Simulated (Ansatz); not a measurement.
A geometry of SiO2 away from equilibrium: step 2 of the relaxation of a generated cell, SiO2 built in the rutile structure type. Calculation: r2SCAN (plane waves to 500 eV, PAW, scalar-relativistic; Ansatz, an electronic-structure program). Γ-centred k-mesh 6×6×8 on the run's cell (coarser than for final values), Fermi–Dirac smearing 0.05 eV. The plane waves were selected for a different cell earlier on the path.

```xyz
6
Lattice="4.2494 0.0000 0.0000 0.0000 4.2494 0.0000 0.0000 0.0000 2.7413" Properties=species:S:1:pos:R:3 pbc="T T T"
Si     0.0000     0.0000     0.0000
Si     2.1247     2.1247     1.3707
O      1.2981     1.2981     0.0000
O      3.4228     0.8266     1.3707
O      0.8266     3.4228     1.3707
O      2.9513     2.9513     0.0000
```

Question: Give the Cartesian forces on all atoms (eV/Å).

Answer: 
```
atom     Fx     Fy    Fz
----  -----  -----  ----
Si1    0.00   0.00  0.00
Si2    0.00   0.00  0.00
O3     0.27   0.27  0.00
O4     0.27  -0.27  0.00
O5    -0.27   0.27  0.00
O6    -0.27  -0.27  0.00
```

The path ends in P4₂/mnm (No. 136) (rutile type). No spin polarisation in the result.

The run could not lose the symmetry of its start.
